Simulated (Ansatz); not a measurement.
WSi$_{2}$ (MoSi2 type, space group I4/mmm)

```
CELL_PARAMETERS angstrom
     -1.61458     1.61458     3.93362
      1.61458    -1.61458     3.93362
      1.61458     1.61458    -3.93362
ATOMIC_POSITIONS crystal
  W  0.00000 0.00000 0.00000
  Si 0.33458 0.33458 0.00000
  Si 0.66542 0.66542 0.00000
```

Method: PBE (plane waves to 420 eV, PAW, scalar-relativistic; Ansatz, a quantum-chemistry and plane-wave program). DFPT wavenumbers on a 20×20×20 k mesh, in cm⁻¹ and rounded to 5; i marks imaginary ones, q is in fractions of the reciprocal vectors of the cell shown, and the three acoustic modes at Γ are left out. Spin-orbit coupling is left out, though W is heavy. WSi2 is run without spin polarisation. WSi2 was relaxed with its symmetry unable to fall.

Is the structure dynamically stable at Γ, N = (0.5, 0.0, 0.0), X = (0.5, 0.5, 0.0), M = (0.5, 0.5, 0.5)?

No imaginary mode at these points (lowest 130 cm⁻¹ at N = (0.5, 0.0, 0.0)); other wave vectors were not tested.

List the wavenumbers at Γ, N = (0.5, 0.0, 0.0), X = (0.5, 0.5, 0.0), M = (0.5, 0.5, 0.5), with degeneracies.


```csv
q,wavenumbers (cm⁻¹)
Γ,"250 (×2), 295, 330 (×2), 435"
"N = (0.5, 0.0, 0.0)","130, 150, 195, 255, 290, 295, 295, 395, 430"
"X = (0.5, 0.5, 0.0)","145, 155, 200, 270, 270, 310, 380, 395, 400"
"M = (0.5, 0.5, 0.5)","135 (×2), 190, 245 (×2), 310 (×2), 345, 425"
```
